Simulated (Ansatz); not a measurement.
## TiC (rock salt): frozen-phonon scan

TiC (rock salt)

```
TiC
1.0
    0.00000     4.32850     4.32850
    2.16425     0.00000     2.16425
    2.16425     2.16425     0.00000
C Ti
2 2
Direct
  0.00000   0.00000   0.00000
  0.50000   0.00000   0.00000
  0.25000   0.50000   0.50000
  0.75000   0.50000   0.50000
```

A phonon eigenvector at L = (0.5, 0.0, 0.0) is frozen into this cell: atom i moves by Q times the vector below, so Q is the largest atomic displacement, in Å. The cell is held. (q is in reciprocal vectors of the primitive cell; the cell shown is doubled to hold the pattern.)

| atom | x | y | z |
|---|---|---|---|
| C1 | -0.577 | 0.577 | 0.577 |
| C2 | 0.577 | -0.577 | -0.577 |

Atoms not listed stay in place.

All values below come from r2SCAN (plane waves to 500 eV, PAW, scalar-relativistic; Ansatz, a quantum-chemistry and plane-wave program). k mesh 9×18×18 (Γ-centred), Fermi-Dirac smearing 0.05 eV. E stands for the smeared free energy. Stress and pressure are positive under compression. With partly filled bands, energies and forces of such displacements shift with the k mesh and the smearing. The PAW data are Ansatz's earlier set. TiC is run without spin polarisation. TiC was relaxed with its symmetry unable to fall. The zero of ΔE is the undisplaced structure.

| Q (Å) | ΔE (eV/cell) | −dE/dQ from forces (eV/Å) | P (GPa) |
|---|---|---|---|
| -0.280 | 1.846 | 12.713 | 11.1 |
| -0.233 | 1.296 | 10.850 | 7.8 |
| -0.187 | 0.836 | 8.831 | 5.0 |
| -0.140 | 0.473 | 6.706 | 2.8 |
| -0.093 | 0.211 | 4.509 | 1.3 |
| -0.047 | 0.053 | 2.266 | 0.3 |
| 0.000 | 0.000 | 0.000 | 0.0 |
| 0.047 | 0.053 | -2.266 | 0.3 |
| 0.093 | 0.211 | -4.509 | 1.3 |
| 0.140 | 0.473 | -6.706 | 2.8 |
| 0.187 | 0.836 | -8.831 | 5.0 |
| 0.233 | 1.296 | -10.850 | 7.8 |
| 0.280 | 1.846 | -12.713 | 11.1 |

Read from the data:

| Quantity | Value |
|---|---|
| Energy at Q = 0.280 Å | 1846 meV/cell |
| Space group of the distorted cell | R-3m (No. 166), lowered from Fm-3m |
| Symmetry of the curve | even: the same for both signs |
| Shape of the curve | a single well with its minimum at or next to zero displacement |
| Harmonic wavenumber from the curvature (finite differences) | 742 cm⁻¹ |
| Wavenumber by perturbation theory (DFPT, on another k mesh) | 742 cm⁻¹ |

(For displaced atoms, the force is minus the slope of the energy, and its curvature is a force constant, which sets phonon frequencies.)
